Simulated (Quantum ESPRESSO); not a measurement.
W4S6PCl, one run as intended and one with a planted mistake

Computed values, not a measurement. The program is pw.x of Quantum ESPRESSO 7.5 (plane-wave density functional theory). The cell is made up: 12 atoms on a layered 2H lattice, with randomly drawn elements, strain and displacements, not relaxed. PseudoDojo standard norm-conserving files (v0.5 for PBE, v0.4.1 for LDA and PBEsol) set the functional; there is no spin polarisation, spin-orbit coupling or dispersion term, and the masses in the input are unused placeholders.

Intended input:

```
&control calculation='scf', pseudo_dir='./dojo.nc.sr.pbe.v0_5.standard.upf', outdir='./o', disk_io='low', tprnfor=.true., tstress=.true. /
&system ibrav=0, nat=12, ntyp=4, nbnd=58, ecutwfc=74.01313486, nosym=.true., tot_charge=0,
 occupations='smearing', smearing='fd', degauss=0.0018374661
/
&electrons conv_thr=7.350e-09, electron_maxstep=60, /
ATOMIC_SPECIES
Cl 1.0 Cl.upf
P 1.0 P.upf
S 1.0 S.upf
W 1.0 W.upf
CELL_PARAMETERS angstrom
3.2692 0.0 0.0
0.0 5.6624 0.0
0.0 0.0 12.9533
ATOMIC_POSITIONS angstrom
W 0.0201 1.8769 3.1389
W 1.5994 0.9174 9.7227
W 1.6162 4.6927 3.3071
W -0.0672 3.7725 9.6983
S 0.0292 1.9055 8.1655
S 0.0779 1.9433 11.3112
S 1.609 0.7849 1.5314
S 1.7195 0.9579 4.8731
S 1.6712 4.5985 8.1614
S 1.6989 4.7566 11.2893
P 0.0016 3.8893 1.5852
Cl 0.053 3.7578 4.8442
K_POINTS automatic
7 4 2 1 1 1
```

The log is shortened where brackets say so; the opening notice, blank lines, dates and the lines on written files are dropped, and the path of the files is cut. It prints rydbergs, bohrs and kilobars, and counts compression as positive stress. Where no state is partly filled, the Fermi energy that it prints is only some level between the filled and the empty states on the mesh, and need not lie in the true gap.

Log of the intended run:

```
     Program PWSCF v.7.5
     Parallel version (MPI & OpenMP), running on       4 processor cores
     Number of MPI processes:                 4
     Threads/MPI process:                     1
     [start-up lines left out]
     bravais-lattice index     =            0
     lattice parameter (alat)  =       6.1779  a.u.
     unit-cell volume          =    1618.1511 (a.u.)^3
     number of atoms/cell      =           12
     number of atomic types    =            4
     number of electrons       =       104.00
     number of Kohn-Sham states=           58
     kinetic-energy cutoff     =      74.0131  Ry
     charge density cutoff     =     296.0525  Ry
     scf convergence threshold =      7.3E-09
     mixing beta               =       0.7000
     number of iterations used =            8  plain     mixing
     Exchange-correlation= PBE
                           (   1   4   3   4   0   0   0)
     [axes and pseudopotential details left out]
   Cartesian axes
     site n.     atom                  positions (alat units)
         1        W      tau(   1) = (   0.0061483   0.5741160   0.9601432  )
         2        W      tau(   2) = (   0.4892328   0.2806191   2.9740303  )
         3        W      tau(   3) = (   0.4943717   1.4354276   1.0115931  )
         4        W      tau(   4) = (  -0.0205555   1.1539520   2.9665667  )
         5        S      tau(   5) = (   0.0089318   0.5828643   2.4977059  )
         6        S      tau(   6) = (   0.0238285   0.5944268   3.4599290  )
         7        S      tau(   7) = (   0.4921693   0.2400893   0.4684326  )
         8        S      tau(   8) = (   0.5259697   0.2930075   1.4906093  )
         9        S      tau(   9) = (   0.5111954   1.4066132   2.4964517  )
        10        S      tau(  10) = (   0.5196684   1.4549737   3.4532301  )
        11        P      tau(  11) = (   0.0004894   1.1896794   0.4848893  )
        12        Cl     tau(  12) = (   0.0162119   1.1494555   1.4817692  )
     number of k points=    28  Fermi-Dirac smearing, width (Ry)=  0.0018
                       cart. coord. in units 2pi/alat
        k(    1) = (   0.0714286   0.0721690   0.0630959), wk =   0.0714286
        k(    2) = (   0.0714286   0.0721690  -0.0630959), wk =   0.0714286
     [further k points left out]
     Dense  grid:   139009 G-vectors     FFT dimensions: (  36,  60, 135)
     Estimated max dynamical RAM per process >     361.66 MB
     Estimated total dynamical RAM >       1.31 GB
     Initial potential from superposition of free atoms
     starting charge     103.9976, renormalised to     104.0000
     Starting wfcs are   72 randomized atomic wfcs
     total cpu time spent up to now is        4.2 secs
     per-process dynamical memory:   265.0 Mb
     Self-consistent Calculation
     iteration #  1     ecut=    74.01 Ry     beta= 0.70
     Davidson diagonalization with overlap
     ethr =  1.00E-02,  avg # of iterations =  2.0
     Threshold (ethr) on eigenvalues was too large:
     Diagonalizing with lowered threshold
     Davidson diagonalization with overlap
     ethr =  6.03E-04,  avg # of iterations =  2.4
     total cpu time spent up to now is       20.1 secs
     total energy              =    -785.69372918 Ry
     estimated scf accuracy    <       0.64199903 Ry
     iteration #  2     ecut=    74.01 Ry     beta= 0.70
     Davidson diagonalization with overlap
     ethr =  6.17E-04,  avg # of iterations =  7.8
     total cpu time spent up to now is       32.7 secs
     total energy              =    -784.55704685 Ry
     estimated scf accuracy    <      12.47432457 Ry
     [iterations 3 to 17 left out]
     iteration # 18     ecut=    74.01 Ry     beta= 0.70
     Davidson diagonalization with overlap
     ethr =  2.18E-10,  avg # of iterations =  3.6
     total cpu time spent up to now is      172.5 secs
     total energy              =    -786.01880158 Ry
     estimated scf accuracy    <       0.00000003 Ry
     iteration # 19     ecut=    74.01 Ry     beta= 0.70
     Davidson diagonalization with overlap
     ethr =  2.64E-11,  avg # of iterations =  5.1
     total cpu time spent up to now is      182.9 secs
     End of self-consistent calculation
     [lines on levels left out]
     the Fermi energy is    10.3291 ev
!    total energy              =    -786.01880158 Ry
     estimated scf accuracy    <          1.2E-09 Ry
     smearing contrib. (-TS)   =      -0.00000000 Ry
     internal energy E=F+TS    =    -786.01880158 Ry
     The total energy is F=E-TS. E is the sum of the following terms:
     one-electron contribution =    -376.20379079 Ry
     hartree contribution      =     223.78376241 Ry
     xc contribution           =    -182.88240502 Ry
     ewald contribution        =    -450.71636819 Ry
     convergence has been achieved in  19 iterations
     Forces acting on atoms (cartesian axes, Ry/au):
     atom    1 type  4   force =     0.00378006   -0.02017380    0.01585908
     atom    2 type  4   force =     0.05293966    0.02273647   -0.00393056
     atom    3 type  4   force =     0.03085174    0.03728028   -0.07076061
     atom    4 type  4   force =     0.09015300   -0.00745375    0.04741964
     atom    5 type  3   force =    -0.02432075   -0.02639095    0.01074904
     atom    6 type  3   force =    -0.03484222   -0.02219333   -0.03122457
     atom    7 type  3   force =     0.00836740    0.03041683    0.08096049
     atom    8 type  3   force =    -0.01774121    0.00952195   -0.07860199
     atom    9 type  3   force =    -0.04469206    0.04867971   -0.00830153
     atom   10 type  3   force =    -0.03919086   -0.01567457   -0.01510683
     atom   11 type  2   force =    -0.00550274   -0.03289985    0.04484428
     atom   12 type  1   force =    -0.01980202   -0.02384900    0.00809357
     Total force =     0.224950     Total SCF correction =     0.000137
     Computing stress (Cartesian axis) and pressure
          total   stress  (Ry/bohr**3)                   (kbar)     P=      -70.48
  -0.00051867  -0.00003476  -0.00008568          -76.30       -5.11      -12.60
  -0.00003476  -0.00051282  -0.00012372           -5.11      -75.44      -18.20
  -0.00008568  -0.00012372  -0.00040581          -12.60      -18.20      -59.70
     init_run     :      3.93s CPU      4.10s WALL (       1 calls)
     electrons    :    178.18s CPU    178.80s WALL (       1 calls)
     forces       :      2.07s CPU      2.09s WALL (       1 calls)
     stress       :      6.89s CPU      7.06s WALL (       1 calls)
     [timing details left out]
     PWSCF        :   3m11.17s CPU   3m12.24s WALL
     JOB DONE.
```

A second run has one planted mistake: the self-consistency threshold is too loose. The input lines that differ, file-writing options aside:

```
- &electrons conv_thr=7.350e-09, electron_maxstep=60, /
+ &electrons conv_thr=1.470e-02, electron_maxstep=60, /
```

Its log:

```
     Program PWSCF v.7.5
     Parallel version (MPI & OpenMP), running on       4 processor cores
     Number of MPI processes:                 4
     Threads/MPI process:                     1
     [start-up lines left out]
     bravais-lattice index     =            0
     lattice parameter (alat)  =       6.1779  a.u.
     unit-cell volume          =    1618.1511 (a.u.)^3
     number of atoms/cell      =           12
     number of atomic types    =            4
     number of electrons       =       104.00
     number of Kohn-Sham states=           58
     kinetic-energy cutoff     =      74.0131  Ry
     charge density cutoff     =     296.0525  Ry
     scf convergence threshold =      1.5E-02
     mixing beta               =       0.7000
     number of iterations used =            8  plain     mixing
     Exchange-correlation= PBE
                           (   1   4   3   4   0   0   0)
     [axes and pseudopotential details left out]
   Cartesian axes
     site n.     atom                  positions (alat units)
         1        W      tau(   1) = (   0.0061483   0.5741160   0.9601432  )
         2        W      tau(   2) = (   0.4892328   0.2806191   2.9740303  )
         3        W      tau(   3) = (   0.4943717   1.4354276   1.0115931  )
         4        W      tau(   4) = (  -0.0205555   1.1539520   2.9665667  )
         5        S      tau(   5) = (   0.0089318   0.5828643   2.4977059  )
         6        S      tau(   6) = (   0.0238285   0.5944268   3.4599290  )
         7        S      tau(   7) = (   0.4921693   0.2400893   0.4684326  )
         8        S      tau(   8) = (   0.5259697   0.2930075   1.4906093  )
         9        S      tau(   9) = (   0.5111954   1.4066132   2.4964517  )
        10        S      tau(  10) = (   0.5196684   1.4549737   3.4532301  )
        11        P      tau(  11) = (   0.0004894   1.1896794   0.4848893  )
        12        Cl     tau(  12) = (   0.0162119   1.1494555   1.4817692  )
     number of k points=    28  Fermi-Dirac smearing, width (Ry)=  0.0018
                       cart. coord. in units 2pi/alat
        k(    1) = (   0.0714286   0.0721690   0.0630959), wk =   0.0714286
        k(    2) = (   0.0714286   0.0721690  -0.0630959), wk =   0.0714286
     [further k points left out]
     Dense  grid:   139009 G-vectors     FFT dimensions: (  36,  60, 135)
     Estimated max dynamical RAM per process >     361.66 MB
     Estimated total dynamical RAM >       1.31 GB
     Initial potential from superposition of free atoms
     starting charge     103.9976, renormalised to     104.0000
     Starting wfcs are   72 randomized atomic wfcs
     total cpu time spent up to now is        4.2 secs
     per-process dynamical memory:   255.1 Mb
     Self-consistent Calculation
     iteration #  1     ecut=    74.01 Ry     beta= 0.70
     Davidson diagonalization with overlap
     ethr =  1.00E-02,  avg # of iterations =  2.0
     Threshold (ethr) on eigenvalues was too large:
     Diagonalizing with lowered threshold
     Davidson diagonalization with overlap
     ethr =  6.03E-04,  avg # of iterations =  2.4
     total cpu time spent up to now is       19.9 secs
     total energy              =    -785.69372918 Ry
     estimated scf accuracy    <       0.64199903 Ry
     iteration #  2     ecut=    74.01 Ry     beta= 0.70
     Davidson diagonalization with overlap
     ethr =  6.17E-04,  avg # of iterations =  7.8
     total cpu time spent up to now is       32.6 secs
     total energy              =    -784.55704685 Ry
     estimated scf accuracy    <      12.47432457 Ry
     [iterations 3 to 5 left out]
     iteration #  6     ecut=    74.01 Ry     beta= 0.70
     Davidson diagonalization with overlap
     ethr =  5.07E-05,  avg # of iterations =  4.6
     total cpu time spent up to now is       74.1 secs
     total energy              =    -786.01525691 Ry
     estimated scf accuracy    <       0.01639229 Ry
     iteration #  7     ecut=    74.01 Ry     beta= 0.70
     Davidson diagonalization with overlap
     c_bands:  1 eigenvalues not converged
     ethr =  1.58E-05,  avg # of iterations =  8.7
     total cpu time spent up to now is       85.6 secs
     End of self-consistent calculation
     [lines on levels left out]
     the Fermi energy is    10.3513 ev
!    total energy              =    -786.01640478 Ry
     estimated scf accuracy    <       0.00294610 Ry
     smearing contrib. (-TS)   =      -0.00000000 Ry
     internal energy E=F+TS    =    -786.01640478 Ry
     The total energy is F=E-TS. E is the sum of the following terms:
     one-electron contribution =    -375.88088241 Ry
     hartree contribution      =     223.44505360 Ry
     xc contribution           =    -182.86420779 Ry
     ewald contribution        =    -450.71636819 Ry
     convergence has been achieved in   7 iterations
     Forces acting on atoms (cartesian axes, Ry/au):
     atom    1 type  4   force =     0.00388887   -0.02122903    0.01419507
     atom    2 type  4   force =     0.05276710    0.02302260   -0.00461257
     atom    3 type  4   force =     0.03124138    0.03882998   -0.07777485
     atom    4 type  4   force =     0.09001327   -0.00692669    0.04670061
     atom    5 type  3   force =    -0.02445757   -0.02556159    0.01045880
     atom    6 type  3   force =    -0.03532985   -0.02043563   -0.02863351
     atom    7 type  3   force =     0.00857748    0.02932562    0.08296005
     atom    8 type  3   force =    -0.01755194    0.00885296   -0.07719137
     atom    9 type  3   force =    -0.04479450    0.04821707   -0.00705201
     atom   10 type  3   force =    -0.03938527   -0.01754393   -0.01268774
     atom   11 type  2   force =    -0.00531409   -0.03379571    0.04509672
     atom   12 type  1   force =    -0.01965487   -0.02275567    0.00854080
     Total force =     0.226841     Total SCF correction =     0.129617
     SCF correction compared to forces is large: reduce conv_thr to get better values
     Computing stress (Cartesian axis) and pressure
          total   stress  (Ry/bohr**3)                   (kbar)     P=      -75.51
  -0.00054045  -0.00003298  -0.00008311          -79.50       -4.85      -12.23
  -0.00003298  -0.00054222  -0.00012343           -4.85      -79.76      -18.16
  -0.00008311  -0.00012343  -0.00045719          -12.23      -18.16      -67.26
     init_run     :      3.92s CPU      4.09s WALL (       1 calls)
     electrons    :     81.04s CPU     81.48s WALL (       1 calls)
     forces       :      2.09s CPU      2.12s WALL (       1 calls)
     stress       :      6.90s CPU      7.06s WALL (       1 calls)
     [timing details left out]
     PWSCF        :   1m34.10s CPU   1m34.95s WALL
     JOB DONE.
```

```
                                            intended run  run with the mistake
                          free energy (eV)    -10694.331            -10694.298
                    smearing term -TS (eV)        0.0000                0.0000
                            pressure (GPa)         -7.05                 -7.55
            largest force component (eV/Å)         2.318                 2.314
largest change of a force component (eV/Å)                               0.180
                                iterations            19                     7
```

For scale, a rerun of the intended cell at a cutoff of 1227 eV and k mesh 9 x 6 x 4 moved values by no more than 0.006 eV in energy, 0.03 GPa in stress and 0.003 eV/Å in force.